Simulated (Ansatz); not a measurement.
SrMgF₄:
```yaml
crystal:
  lattice:
    - [1.97234, -7.20545, 0.00000]
    - [1.97234, 7.20545, 0.00000]
    - [0.00000, 0.00000, 5.61261]
  atoms:
    - { symbol: Sr, position: [0.34204, 0.65796, 0.04177] }
    - { symbol: Sr, position: [0.65796, 0.34204, 0.54177] }
    - { symbol: Mg, position: [0.91558, 0.08442, 0.59522] }
    - { symbol: Mg, position: [0.08442, 0.91558, 0.09522] }
    - { symbol: F, position: [0.83823, 0.16177, 0.31039] }
    - { symbol: F, position: [0.16177, 0.83823, 0.81039] }
    - { symbol: F, position: [0.03428, 0.96572, 0.43126] }
    - { symbol: F, position: [0.96572, 0.03428, 0.93126] }
    - { symbol: F, position: [0.79830, 0.20170, 0.78782] }
    - { symbol: F, position: [0.20170, 0.79830, 0.28782] }
    - { symbol: F, position: [0.41553, 0.58447, 0.61652] }
    - { symbol: F, position: [0.58447, 0.41553, 0.11652] }
```

Cartesian axes are those of the cell as given.

Q: Give the proper piezoelectric stress tensor with relaxed ions from the program Ansatz at the r²SCAN level (PAW).

A: In C/m², rows x, y, z, Voigt columns; mesh uncertainty up to 0.00.
```
 0.00   0.00   0.00   0.00   0.08   0.00
 0.00   0.00   0.00   1.23   0.00   0.00
 0.05  -0.04  -0.39   0.00   0.00   0.00
```

The elastic tensor of the same run (GPa):

|  | 1 | 2 | 3 | 4 | 5 | 6 |
|---|---|---|---|---|---|---|
| 1 | 177 | 40.3 | 69.9 | 0.0 | 0.0 | 0.0 |
| 2 | 40.3 | 94.9 | 44.2 | 0.0 | 0.0 | 0.0 |
| 3 | 69.9 | 44.2 | 113 | 0.0 | 0.0 | 0.0 |
| 4 | 0.0 | 0.0 | 0.0 | 20.3 | 0.0 | 0.0 |
| 5 | 0.0 | 0.0 | 0.0 | 0.0 | 58.5 | 0.0 |
| 6 | 0.0 | 0.0 | 0.0 | 0.0 | 0.0 | 34.5 |

Q: Convert to strain constants d = e·S.

A: In pC/N:
```
 0.0   0.0   0.0   0.0   1.3   0.0
 0.0   0.0   0.0  60.6   0.0   0.0
 2.0   1.1  -5.2   0.0   0.0   0.0
```

Space group Cmc2_1. The first step of the workflow began from a Materials Project structure, measured or hypothetical; the Crystallography Open Database files this formula in space group No. 36, but the cells were not matched. Its standing as an ambient phase is unchecked. The r²SCAN relaxation kept the symmetry of its start; its stability against distortions is not shown here. Signs of piezoelectric constants follow the polarity of the cell as given.

Potentials: the earlier of the program's two PAW sets. The files were generated under PBE; for other functionals the program regenerates the frozen cores, and for LDA and PBEsol the local potential too.
